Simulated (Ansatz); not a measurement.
The relaxed structure here is a generated cell of In: the first start was made by placing the elements on the sites of a structure type, and the end was not matched to a known phase here, so it may be hypothetical. Known forms of In include space group No. 139.

One stationary structure of In. Method: r2SCAN (plane waves to 500 eV, PAW, scalar-relativistic; Ansatz, a program for electronic structure).

```
CELL_PARAMETERS angstrom
      3.04452     0.00000     0.00000
      0.00000     3.04452     0.00000
      0.00000     0.00000     3.04452
ATOMIC_POSITIONS crystal
  In 0.00000 0.00000 0.00000
```

Question: Find the space group and the Wyckoff positions (tolerance 0.01 Å).

Answer: Space group Pm-3m (No. 221); a = 3.045 Å, b = 3.045 Å, c = 3.045 Å, α = 90.00°, β = 90.00°, γ = 90.00°

```csv
atom,site,symmetry,x,y,z
In,1a,m-3m,0.0000,0.0000,0.0000
```

This is the simple cubic type.

Question: Give the shortest distances between elements (the closest pairs, up to four, under 3.6 Å).

Answer: In–In 3.04 Å.

The volume per atom is 28.22 Å³ and the band gap comes out as zero (metallic).

No spin polarisation in the result.

The run could not lose the symmetry of its start: the end is stationary, and may be a saddle point rather than a minimum.
